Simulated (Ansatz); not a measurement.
The elements of this relaxed trial crystal are hidden behind letters.

```
lattice vectors (Å)
   5.8694    0.0000    0.0000
   0.0000    5.8694    0.0000
   0.0000    0.0000    2.8507
fractional positions
X 0.2769 0.2769 0.0000
X 0.7231 0.7231 0.0000
X 0.7231 0.2769 0.0000
X 0.2769 0.7231 0.0000
X 0.0000 0.0000 0.5000
Z 0.5000 0.5000 0.5000
```

Computed with Ansatz 0.2.0, DFT PBE, scalar-relativistic, plane waves, PAW. The final run on the 6-atom cell used 420 eV, a Γ-centred 6×6×14 mesh, 0.10 eV smearing and no spin polarisation.

| Item | Value |
| --- | --- |
| Space group | P4/mmm (No. 123) |
| Conventional cell | a = 5.869 Å, c = 2.851 Å |
| Volume per atom | 16.37 Å³ |
| Density | 2.52 g/cm³ |
| Formation energy | +0.39 eV/atom |
| Gap on the 6×6×14 mesh of the 6-atom cell | 0 eV (a metal) |

Energies are uncorrected and count from the elements' standard states at the same level.

Problem. X is a p-block element of period 3 and Z is a p-block element of period 2. Which elements are they?

Solution. X = Al, Z = N, so the formula is Al5N. Density times volume gives a mean mass of 2.52 × 16.37/1.6605 = 24.8 u per atom, and this set has 24.8 u. Among the elements that the hints allow, noble gases aside, only these give it. Al on a site of symmetry m2m has 2 N at 2.34 Å and 6 Al at 2.62–2.85 Å; around Al on a site of symmetry 4/mmm lie 10 Al at 2.70–2.85 Å; N is surrounded by 8 Al at 2.34 Å and 2 N at 2.85 Å.

A structure relaxed within its symmetry needn't be a true minimum.
